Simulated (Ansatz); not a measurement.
## PtS$_{2}$ (P-3m1), phonons: input and output

Computed with r²SCAN, PAW on Ansatz 0.2.0's default frozen-core files (fitted under PBE), scalar-relativistic; not a measurement.

Cell and atoms were relaxed beforehand by PAW with this functional.

Command line:

```sh
ansatz run input.yaml --threads 2 --pin off --max-ram 6144MiB --backend cpu --events-out ev --progress --plain --runs-dir out
```

input.yaml:

```yaml
crystal:
  lattice:
    - [3.54795398613, 0.0, 0.0]
    - [-1.77397699306, 3.07261828344, 0.0]
    - [0.0, 0.0, 5.60919018974]
  atoms:
    - { symbol: Pt, position: [0.0, 0.0, 0.0] }
    - { symbol: S, position: [0.333333333333, 0.666666666667, 0.21990612295] }
    - { symbol: S, position: [0.666666666667, 0.333333333333, 0.78009387705] }
kpoints:
  mp_grid: { grid: [8, 8, 4] }
scf:
  occupations: { method: fixed }
hamiltonian:
  xc: r2scan
  pseudopotentials: { kind: paw }
phonons:
  qmesh: [2, 2, 2]
  qpath:
    path:
      - [0.0, 0.0, 0.0]
      - [0.5, 0.0, 0.0]
      - [0.3333333333, 0.3333333333, 0.0]
      - [0.0, 0.0, 0.0]
      - [0.0, 0.0, 0.5]
      - [0.5, 0.0, 0.5]
      - [0.3333333333, 0.3333333333, 0.5]
      - [0.0, 0.0, 0.5]
      - [0.5, 0.0, 0.5]
    npoints: 6
  temperatures: { t_min: 0, t_max: 1000, t_step: 100 }
```

Output:

```
Warning: phonons: the dynamical matrix that this run interpolates holds no multipole term above the dipole-dipole one, and a site of this crystal is no centre of inversion, so its interpolated transverse optical and acoustic branches and sound speeds can stay off near Gamma, and the density of states and the thermodynamics with them. What a run solves at a wave vector of phonons.qpoints, Gamma apart, where the deck ...
Warning: RAYON_NUM_THREADS=2 ignored (pool sized by the plan → 2); use --threads N
Engine: ansatz 0.2.0, x86_64-unknown-linux-gnu
Pseudopotentials: kind: paw
Pseudopotential: Pt, paw, valence charge 18, recommended cutoff 500 eV (meta_gga), Pt.paw.azcp
Pseudopotential: S, paw, valence charge 6, recommended cutoff 500 eV (meta_gga), S.paw.azcp
Functional definition: r2SCAN
  parameter k0 = 0.174
  parameter k1 = 0.065
  parameter a1 = 4.9479
  exchange = r2scan_x(k0 = k0, k1 = k1, a1 = a1)
  correlation = r2scan_c
Crystal: 6 atoms, lattice volume = 122.297 Å³
Basis set: ecut = 500 eV, 3119 PW (Γ), FFT grids on a1, a1+a2, a3, exchange–correlation on 135×225×225 points (125 copies of the dense FFT grid, shifted against one another)
Bands: 36, of which v1, the nominal top of the filled ones, is band 30 counted from 1 (29 counted from 0)
Symmetry: 8 space group operations
k-points: 46 of 128
Non-local potential: Pt, projectors of the file, l = 0: 3, l = 1: 2, l = 2: 2, l = 3: 1
Non-local potential: S, projectors of the file, l = 0: 2, l = 1: 2, l = 2: 2
PAW form: soft (Blöchl's): semilocal exchange-correlation on the pseudo side does not see the compensation charge
PAW frozen core: Pt, regenerated for the run's functional (the file was generated under x = pbe(κ = 0.804, μ = 0.2195149727645171), c = pbe(β = 0.06672455060314922))
PAW frozen core: S, regenerated for the run's functional (the file was generated under x = pbe(κ = 0.804, μ = 0.2195149727645171), c = pbe(β = 0.06672455060314922))
[... 167 lines left out ...]
        340.22      1             0.0000
  optical modes at Γ + LO–TO along q̂ = [1.0000, 0.0000, 0.0000]:
      ω (cm⁻¹)  modes    IR ((D/Å)²/amu)
        300.83      2             0.0000
        312.22      1             4.0661
        327.36      1             0.0004
        327.99      1             4.0661
        340.22      1             0.0000
  optical modes at Γ + LO–TO along q̂ = [0.0000, 1.0000, 0.0000]:
      ω (cm⁻¹)  modes    IR ((D/Å)²/amu)
        300.83      2             0.0000
        312.22      1             4.0661
        327.36      1             0.0004
        327.99      1             4.0661
        340.22      1             0.0000
  optical modes at Γ + LO–TO along q̂ = [0.0000, 0.0000, 1.0000]:
      ω (cm⁻¹)  modes    IR ((D/Å)²/amu)
        300.83      2             0.0000
        312.22      2             8.1323
        327.36      1             0.0004
        340.22      1             0.0000
--- Phonons (by wavevector): 4 wavevectors in 3 supercells ---
  supercell 1 (2 cells, vectors [1, 0, 0], [0, 2, 0], [0, 0, 1] in multiples of the cell's): 6 displaced members by 0.0025 Å; free energy -28699.540590 eV; taken off its force constants: by the sum rule 4.9e-4, by the ...
  symmetry images taken by strict's conditions (phonons.symmetry_images: auto; settled by no image being taken that strict refuses)
  supercell 2 (2 cells, vectors [1, 0, 0], [0, 1, -1], [0, 0, 2] in multiples of the cell's): 6 displaced members by 0.0025 Å; free energy -28699.540590 eV; taken off its force constants: by the sum rule 3.2e-4, by the ...
  symmetry images taken by strict's conditions (phonons.symmetry_images: auto; settled by no image being taken that strict refuses)
  supercell 3 (2 cells, vectors [1, 0, 0], [0, 1, 0], [0, 0, 2] in multiples of the cell's): 3 displaced members by 0.0025 Å; free energy -28699.540590 eV; taken off its force constants: by the sum rule 2.6e-4, by the ...
  symmetry images taken by strict's conditions (phonons.symmetry_images: auto; settled by no image being taken that strict refuses)
  q = [0.0000, 0.0000, 0.0000] (star 1, supercell 1; hermiticity 2.83e-17, symmetrization 2.19e-6): -0.00 -0.00 0.00 300.83 300.83 312.22 312.22 327.36 340.22
  q = [0.0000, 0.0000, -0.5000] (star 1, supercell 3; hermiticity 1.24e-16, symmetrization 1.88e-16): 19.30 19.30 23.14 299.11 299.11 321.00 321.00 334.31 336.73
  q = [0.0000, -0.5000, 0.0000] (star 3, supercell 1; hermiticity 7.53e-17, symmetrization 2.40e-28): 109.26 135.78 200.20 277.04 284.72 321.53 322.14 329.06 351.65
  q = [0.0000, -0.5000, -0.5000] (star 3, supercell 2; hermiticity 7.45e-17, symmetrization 2.36e-18): 107.97 134.68 199.39 277.90 286.87 312.07 319.70 333.86 352.51
  joined force constants: q→R imaginary residual 1.75e-17
  density of states and harmonic sums: on the 20×20×12 q-mesh, interpolated from the force constants of a 2×2×2 supercell (with the dipole–dipole term)
  largest difference from the sums on the solved wave vectors: F 4.98e-2 eV, S 8.21e-5 and C_V 3.22e-5 eV/K
```

Self-consistency was reached.

**Harmonic thermodynamics**

Harmonic phonons of a crystal by Kohn-Sham DFT at the given cell, standard atomic masses, acoustic sum rule imposed; negative wavenumbers are unstable modes; sums over wave vectors interpolated from the q mesh.

| Item | Value |
| --- | --- |
| Zero point energy | 46.77 meV/atom |

| temperature (K) | phonon heat capacity (k_B/atom) | phonon entropy (k_B/atom) | phonon free energy (meV/atom) |
| --- | --- | --- | --- |
| 100 | 1.218 | 0.7784 | 44.31 |
| 200 | 2.253 | 1.998 | 32.26 |
| 300 | 2.625 | 2.993 | 10.57 |
| 400 | 2.779 | 3.773 | -18.71 |
| 500 | 2.855 | 4.402 | -54.02 |
| 600 | 2.898 | 4.926 | -94.27 |
| 700 | 2.925 | 5.375 | -138.7 |
| 800 | 2.942 | 5.767 | -186.8 |
| 900 | 2.954 | 6.114 | -238 |
| 1000 | 2.963 | 6.426 | -292 |

Phonons on the q mesh:

One row a degenerate set, branches counted upwards.

```
Unstable phonons : no
```

```
point  q a (r.l.u.)  q b (r.l.u.)  q c (r.l.u.)  branch  phonon wavenumber (cm⁻¹)  degeneracy
Gamma             0             0             0       4                     300.8           2
Gamma             0             0             0       6                     312.2           2
Gamma             0             0             0       8                     327.4           1
Gamma             0             0             0       9                     340.2           1
    M           0.5             0             0       1                     109.3           1
    M           0.5             0             0       2                     135.8           1
    M           0.5             0             0       3                     200.2           1
    M           0.5             0             0       4                       277           1
    M           0.5             0             0       5                     284.7           1
    M           0.5             0             0       6                     321.5           1
    M           0.5             0             0       7                     322.1           1
    M           0.5             0             0       8                     329.1           1
    M           0.5             0             0       9                     351.6           1
    A             0             0           0.5       1                      19.3           2
    A             0             0           0.5       3                      23.1           1
    A             0             0           0.5       4                     299.1           2
    A             0             0           0.5       6                       321           2
    A             0             0           0.5       8                     334.3           1
    A             0             0           0.5       9                     336.7           1
    L           0.5             0           0.5       1                       108           1
    L           0.5             0           0.5       2                     134.7           1
    L           0.5             0           0.5       3                     199.4           1
    L           0.5             0           0.5       4                     277.9           1
    L           0.5             0           0.5       5                     286.9           1
    L           0.5             0           0.5       6                     312.1           1
    L           0.5             0           0.5       7                     319.7           1
    L           0.5             0           0.5       8                     333.9           1
    L           0.5             0           0.5       9                     352.5           1
```

**Zone-centre phonons**

Optical zone-centre levels upwards with Mulliken labels, activity, and the element with most of the kinetic energy.

| Item | Value |
| --- | --- |
| Point group | -3m |

```csv
number,phonon wavenumber (cm⁻¹),label,infrared,raman,lead element
1,300.8,Eg,no,yes,S
2,312.2,Eu,yes,no,S
3,327.4,A2u,yes,no,S
4,340.2,A1g,no,yes,S
```

Caveats: frozen-core PAW files fitted under PBE, their cores solved anew for the functional of the run; no spin-orbit coupling on heavy atoms; no dispersion correction, so the spacing and stiffness between layers or molecules are poor; coarse q mesh; no LO-TO term at the zone centre.

Cost: 4.4 min on 2 threads of AMD EPYC 9R14 (Zen 4), on a shared host, peak memory 1.5 GiB.
